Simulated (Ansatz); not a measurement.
## Ba (bcc)

Method: PBE, scalar-relativistic; no spin polarisation; PAW, 420 eV, Γ-centred 12×12×12 mesh, 0.05 eV Gaussian smearing; code Ansatz. The datasets are Ansatz's generated set soft_2.

```yaml
crystal:
  lattice:
    - [-2.51000, 2.51000, 2.51000]
    - [2.51000, -2.51000, 2.51000]
    - [2.51000, 2.51000, -2.51000]
  atoms:
    - { symbol: Ba, position: [0.00000, 0.00000, 0.00000] }
```

Cell and atoms are those of this level's equilibrium.

Path: Γ–H–N–Γ–P–H | P–N, with Γ = (0.000, 0.000, 0.000), H = (0.500, -0.500, 0.500), N = (0.000, 0.000, 0.500), P = (0.250, 0.250, 0.250) in reciprocal vectors of the calculation's cell.

Is it a metal or an insulator, and if it has a gap, where are the band edges on this path?

A metal: bands cross the Fermi level.

Levels between -3 and 2 eV from the Fermi level at the path's named points:
```tsv
point	below E_F (eV)	above E_F (eV)
Γ	-2.73	1.84 1.84 1.84
H	-0.53 -0.53	
N	-0.88	0.70 1.23
P		0.53 0.53 0.53
```

No spin–orbit coupling, a notable omission for heavy elements.
